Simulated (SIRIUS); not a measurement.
SIRIUS run on TiO₂ (I4_1/amd, 6 atoms in the cell; from Materials Project mp-390, changed as shown): self-consistent single point.

All values come from this method and carry its errors: LDA (PW92), GBRV LDA ultrasoft pseudopotentials (plane waves; SIRIUS 7.12.0).

The change in words: volume scaled by 0.94. Reference geometry (I4_1/amd):
```
TiO2
1.0
   -1.89127     1.89127     4.80751
    1.89127    -1.89127     4.80751
    1.89127     1.89127    -4.80751
Ti O
2 4
Direct
  0.00000   0.00000   0.00000
  0.75000   0.25000   0.50000
  0.95715   0.45715   0.50000
  0.20715   0.20715   0.00000
  0.79285   0.79285   0.00000
  0.54285   0.04285   0.50000
```

Reference input (self-consistent single point, DFT, LDA (PW92), plane waves, GBRV LDA ultrasoft pseudopotentials): parameters.ngridk = 8 8 8; parameters.xc_functionals = [XC_LDA_X, XC_LDA_C_PW]; parameters.gk_cutoff = 6.325 1/bohr; parameters.pw_cutoff = 14.143 1/bohr; parameters.smearing = gaussian; parameters.smearing_width = 0.000734986 Ha; potentials = GBRV LDA ultrasoft pseudopotentials; parameters.electronic_structure_method = pseudopotential; parameters.num_bands = 29; parameters.num_mag_dims = 0; parameters.num_dft_iter = 100; parameters.energy_tol = 1e-07 Ha. This run's input differs from it in these lines:

```diff
@@ -32,5 +32,5 @@
     "lattice_vectors": [
-      [-3.5739823277, 3.5739823277, 9.0848772414],
-      [3.5739823277, -3.5739823277, 9.0848772414],
-      [3.5739823277, 3.5739823277, -9.0848772414]
+      [-3.5010237815, 3.5010237815, 8.8994176298],
+      [3.5010237815, -3.5010237815, 8.8994176298],
+      [3.5010237815, 3.5010237815, -8.8994176298]
     ],
@@ -45,9 +45,9 @@
         [0.0, 0.0, 0.0],
-        [-0.0, 3.5739823277, 4.5424386207]
+        [0.0, 3.5010237815, 4.4497088149]
       ],
       "O": [
-        [0.0, 3.5739823277, 8.3063032618],
-        [-0.0, 0.0, 3.7638646411],
-        [0.0, -0.0, 14.4058898417],
-        [-0.0, 3.5739823277, 0.7785739796]
+        [0.0, 3.5010237815, 8.1367375389],
+        [-0.0, 0.0, 3.687028724],
+        [-0.0, 0.0, 14.1118065356],
+        [-0.0, 3.5010237815, 0.7626800909]
       ]
```

The program printed (abridged):

```
[find] density tolerance         : 1e-06
[find] total energy tolerance    : 1e-07
[find] iter_solver_tol (initial) : 0.01
[find] iter_solver_tol (target)  : 1e-13
[find] num_dft_iter              : 100
Charges and magnetic moments
--------------------------------------------------------------------------------
total charge          : 48.000000
[find] | SCF iteration   0 out of 100|
[diagonalize] iterative solver tolerance (occupied, empty): 0.01 0.01
[diagonalize] average number of iterations: 2
[find] Charges and magnetic moments
[find] total charge          : 48.000000
[find] Energy
[find] smearing (-TS)                 :      -0.00000000
   [... lines left out ...]

[find] Charges and magnetic moments
[find] total charge          : 48.000000
[find] Energy
[find] smearing (-TS)                 :       0.00000000
[find] Total energy                   :    -184.22778038 (Ha),    -368.45556077 (Ry)
[find] Free energy (E-TS)             :    -184.22778038 (Ha),    -368.45556077 (Ry)
[find] band gap (eV)                  :       2.21584524
[find] Efermi                         :       0.33582055
[find] iteration : 17, RMS (target) : 2.5546e-07 (1.0000e-06) , energy difference (target) : -8.2423e-12 (1.0000e-07)
[find] bands are converged : true
[find] iterative solver converged : true
[find] converged after 18 SCF iterations!
[find] Charges and magnetic moments
[find] total charge          : 48.000000
[find] Energy
[find] smearing (-TS)                 :       0.00000000
[find] Total energy                   :    -184.22778038 (Ha),    -368.45556077 (Ry)
[find] Free energy (E-TS)             :    -184.22778038 (Ha),    -368.45556077 (Ry)
[find] band gap (eV)                  :       2.21584524
[find] Efermi                         :       0.33582055
[ground_state] === stress tensor components [kbar] ===
[ground_state] === stress_total ===
[ground_state]   -66.237902    0.000000   -0.000000
[ground_state]     0.000000  -66.237902   -0.000000
[ground_state]    -0.000000   -0.000000  -68.916838
[ground_state] ==== total Forces in Ha/bohr =====
[ground_state] atom:    0, force:      -0.0000000     -0.0000000      0.0000000
[ground_state] atom:    1, force:      -0.0000000     -0.0000000      0.0000000
[ground_state] atom:    2, force:       0.0000000     -0.0000000      0.0041147
[ground_state] atom:    3, force:       0.0000000     -0.0000000      0.0041147
[ground_state] atom:    4, force:       0.0000000      0.0000000     -0.0041147
[ground_state] atom:    5, force:      -0.0000000      0.0000000     -0.0041147
```

The run converged in 18 iterations. SIRIUS prints the stress tensor with tension positive. Against the reference run the free energy goes down by 3.5 meV/atom, the pressure goes from -7.71 to 6.71 GPa, the largest force goes from 0.152 to 0.212 eV/Å and the gap on the mesh goes from 2.078 to 2.216 eV.

The structure comes from a collection of computed structures, made at another level of theory; the collection holds predicted forms beside known ones.

Cost on one core: around 3 core-minutes (rough).

The gap that the log prints is read on the run's mesh, which can miss the band edges or a crossing.
